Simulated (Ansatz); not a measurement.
Zr:
```xyz
2
Lattice="3.1830 0.0000 0.0000 -1.5915 2.7565 0.0000 0.0000 0.0000 5.1156" Properties=species:S:1:pos:R:3 pbc="T T T"
Zr     0.0000     1.8377     3.8367
Zr     1.5915     0.9188     1.2789
```

Relaxed with PBE+D3(BJ). Special points in fractions of this cell's reciprocal vectors: Γ (0.000, 0.000, 0.000); M (0.500, 0.000, 0.000); K (0.333, 0.333, 0.000); A (0.000, 0.000, 0.500); L (0.500, 0.000, 0.500); H (0.333, 0.333, 0.500).

List the band energies nearest the Fermi level at these points for the program Ansatz at the PBE+D3(BJ) level (PAW).

In eV from the Fermi level; about four levels below and three above (degenerate sets whole), none deeper than 8.9 eV; points with the same levels are listed once.

```csv
k,below,above
Γ,-5.73 -3.15,0.86 0.86 0.93
M,-2.72 -2.57 -2.28 -0.12,0.57 0.76 1.46
K,-2.23 -1.36 -1.36 -1.15,0.24 0.24 1.82
A,-4.00 -4.00 -0.02 -0.02,0.78 0.78 0.78 0.78
L,-2.99 -2.99 -1.17 -1.17,1.76 1.76 2.30 2.30
H,-1.33 -1.33 -0.01 -0.01,2.06 2.06 4.58 4.58
```

Space group P6_3/mmc (hcp (Mg type)). The cell was relaxed with PBE+D3(BJ) under the symmetry of its start. No spin polarisation was allowed. The pairwise dispersion correction was not fitted to metals. Spin–orbit coupling is left out wherever it is not named.

Potentials: the later of the program's two PAW sets.
